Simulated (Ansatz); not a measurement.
A relaxation computed with Ansatz, from input to last step.

```yaml
crystal:
  lattice:
    - [3.1392583789, 0.0, 0.0]
    - [-1.5696291895, 2.7186775052, 0.0]
    - [0.0, 0.0, 20.5326984759]
  atoms:
    - { symbol: Si, position: [0.3333333333, 0.6666666667, 0.2501063495] }
    - { symbol: Si, position: [0.6666666667, 0.3333333333, 0.7501063495] }
    - { symbol: Si, position: [0.3333333333, 0.6666666667, 0.6249944385] }
    - { symbol: Si, position: [0.6666666667, 0.3333333333, 0.1249944385] }
    - { symbol: Si, position: [0.0, 0.0, 9.63193e-05] }
    - { symbol: Si, position: [0.0, 0.0, 0.5000963193] }
    - { symbol: Si, position: [0.3333333333, 0.6666666667, 0.87518756] }
    - { symbol: Si, position: [0.6666666667, 0.3333333333, 0.37518756] }
    - { symbol: C, position: [0.3333333333, 0.6666666667, 0.9689192746] }
    - { symbol: C, position: [0.6666666667, 0.3333333333, 0.4689192746] }
    - { symbol: C, position: [0.0, 0.0, 0.0938567182] }
    - { symbol: C, position: [0.0, 0.0, 0.5938567182] }
    - { symbol: C, position: [0.3333333333, 0.6666666667, 0.3441259669] }
    - { symbol: C, position: [0.6666666667, 0.3333333333, 0.8441259669] }
    - { symbol: C, position: [0.3333333333, 0.6666666667, 0.718713373] }
    - { symbol: C, position: [0.6666666667, 0.3333333333, 0.218713373] }
basis:
  ecutwfc: 500
kpoints:
  mp_grid: { grid: [12, 12, 2] }
hamiltonian:
  xc: r2scan
scf:
  occupations: { method: gaussian, width: 0.02 }
output:
  forces: true
  stress: true
  eigenvalues: true
  write_density: true
  write_potential: true
  elf: true
  volumetric_format: npy
relax:
  adjacent_minimum: "off"
  f_tol: 0.01
  max_steps: 30
  cell: { stress_tol: 0.1, fix: [volume] }
```

```bash
ansatz run input.yaml --threads 4 --pin off --max-ram 10240MiB --backend cpu --events-out ev --progress --plain --runs-dir out
```

Theory: DFT r2SCAN, scalar-relativistic, plane waves, PAW in Ansatz.

The volume is held at 1.06 times that of the relaxed cell.

Of 3 frames 2 are shown, positions in Å and forces in eV/Å; the SCF threshold varies from step to step. Steps run on the plane waves of an earlier cell, with a Pulay correction in the pressure. The basis is chosen afresh for the last frame, the zero of the energies, and at times for earlier ones too; energy and pressure can step there, also at an unchanged geometry. Where two frames share a geometry here, they differ by under 2 meV/atom and 0.3 GPa.

```xyz
16
Lattice="3.1393 0.0000 0.0000 -1.5696 2.7187 0.0000 0.0000 0.0000 20.5327" Properties=species:S:1:pos:R:3:forces:R:3 pbc="T T T" step=1 free_energy_over_end_meV_per_atom=0.00 pressure_GPa=-11.83
Si    0.0000    1.8125    5.1354    0.0000    0.0000   -0.0165
Si    1.5696    0.9062   15.4017    0.0000    0.0000   -0.0165
Si    0.0000    1.8125   12.8328    0.0000    0.0000    0.0011
Si    1.5696    0.9062    2.5665    0.0000    0.0000    0.0011
Si    0.0000    0.0000    0.0020    0.0000    0.0000   -0.0022
Si    0.0000    0.0000   10.2683    0.0000    0.0000   -0.0022
Si    0.0000    1.8125   17.9700    0.0000    0.0000    0.0074
Si    1.5696    0.9062    7.7036    0.0000    0.0000    0.0074
C     0.0000    1.8125   19.8945    0.0000    0.0000    0.0016
C     1.5696    0.9062    9.6282    0.0000    0.0000    0.0016
C     0.0000    0.0000    1.9271    0.0000    0.0000   -0.0004
C     0.0000    0.0000   12.1935    0.0000    0.0000   -0.0004
C     0.0000    1.8125    7.0658    0.0000    0.0000    0.0060
C     1.5696    0.9062   17.3322    0.0000    0.0000    0.0060
C     0.0000    1.8125   14.7571    0.0000    0.0000    0.0031
C     1.5696    0.9062    4.4908    0.0000    0.0000    0.0031
16
Lattice="3.1391 0.0000 0.0000 -1.5696 2.7186 0.0000 0.0000 0.0000 20.5344" Properties=species:S:1:pos:R:3:forces:R:3 pbc="T T T" step=3 free_energy_over_end_meV_per_atom=0.00 pressure_GPa=-11.83
Si    0.0000    1.8124    5.1354    0.0000    0.0000   -0.0070
Si    1.5696    0.9062   15.4026    0.0000    0.0000   -0.0070
Si    0.0000    1.8124   12.8339    0.0000    0.0000   -0.0011
Si    1.5696    0.9062    2.5667    0.0000    0.0000   -0.0011
Si    0.0000    0.0000    0.0021    0.0000    0.0000   -0.0012
Si    0.0000    0.0000   10.2693    0.0000    0.0000   -0.0012
Si    0.0000    1.8124   17.9718    0.0000    0.0000   -0.0020
Si    1.5696    0.9062    7.7046    0.0000    0.0000   -0.0020
C     0.0000    1.8124   19.8964    0.0000    0.0000    0.0010
C     1.5696    0.9062    9.6292    0.0000    0.0000    0.0010
C     0.0000    0.0000    1.9272    0.0000    0.0000    0.0009
C     0.0000    0.0000   12.1944    0.0000    0.0000    0.0009
C     0.0000    1.8124    7.0664    0.0000    0.0000    0.0076
C     1.5696    0.9062   17.3336    0.0000    0.0000    0.0076
C     0.0000    1.8124   14.7582    0.0000    0.0000    0.0019
C     1.5696    0.9062    4.4910    0.0000    0.0000    0.0019
```

The run took 35 s on 4 threads of Oxide Virtual Turin-like Processor (Zen 5), with other jobs on the host, peak memory 1.1 GiB.